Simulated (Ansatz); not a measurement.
AlNi in space group Cmcm (No. 63; Al on 4c, Ni on 4c) at seven volumes, r²SCAN (plane waves, PAW; program Ansatz), shape and atoms relaxed at each. One row is withheld.

```tsv
V (Å³/atom)	P (GPa)
11.092	18.85
11.458	?
11.824	5.29
12.189	0.00
12.555	-4.50
12.921	-8.31
13.287	-11.51
```

Question: Fit the shown pressures and predict the withheld one.

Answer: Third-order Birch–Murnaghan: P = (3/2)B₀(x^(7/2) − x^(5/2))[1 + (3/4)(B′ − 4)(x − 1)] with x = (V₀/V)^(2/3). Least squares on the six rows gives V₀ = 12.189 Å³/atom, B₀ = 161.9 GPa, B′ = 4.46. At V = 11.458, x = 1.0421 and P = 11.50 GPa. The run itself gave 11.52 GPa.

The start of the workflow was typed in or built on a structure type; neither database checked (COD, Materials Project) lists it. It is not the phase usual at ambient conditions (space group No. 221). The cell was relaxed with r²SCAN under the symmetry of its start; its stability against distortions is not shown here. The workflow began spin-polarised and lost its moments.

Potentials: the earlier of the program's two PAW sets.
